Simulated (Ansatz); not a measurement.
# Property card for Sn5PbS6

Computed with DFT PBE, scalar-relativistic, plane waves, PAW (Ansatz 0.2.0).

Settings: cutoff 420 eV, Γ-centred mesh 12×12×2 on the computed 12-atom cell, Gaussian smearing of 0.01 eV; no spin polarisation.

The structure is relaxed at this level of theory with its symmetry kept, and needn't be the ground state of this composition.

```
Sn Pb S
1.0
     4.15481    0.00000    0.00000
    -2.07740    3.59817    0.00000
     0.00000    0.00000   20.36198
Sn Pb S
5 1 6
Direct
  0.33333 0.66667 0.83487
  0.66667 0.33333 0.66976
  0.33333 0.66667 0.33024
  0.66667 0.33333 0.16513
  0.00000 0.00000 0.00000
  0.00000 0.00000 0.50000
  0.00000 0.00000 0.75244
  0.33333 0.66667 0.58784
  0.66667 0.33333 0.41216
  0.00000 0.00000 0.24756
  0.33333 0.66667 0.08254
  0.66667 0.33333 0.91746
```

| Quantity | Value |
| --- | --- |
| Space group | P-3m1 (No. 164) |
| Volume per atom | 25.37 Å³ |
| Formation energy from the elements' standard states (uncorrected) | -0.433 eV/atom |
| Kohn–Sham band gap | 0.12 eV |
| Orbital (Löwdin) character of the top 1 eV of the valence band | S 3p 54 %, Sn 5s 24 %, Sn 5p 13 % |
| Orbital (Löwdin) character of the lowest 1 eV of the conduction band | Sn 5p 57 %, S 3s 13 %, Pb 6p 12 %, S 3p 11 % |

Spin-orbit coupling is left out, which matters for the bands of heavy elements.

The cell was found from a structure generator's guess, not taken from experiment. Kohn–Sham gaps at this level usually fall short of measured ones. Löwdin shares on free-atom orbitals overweight diffuse shells in the empty bands.
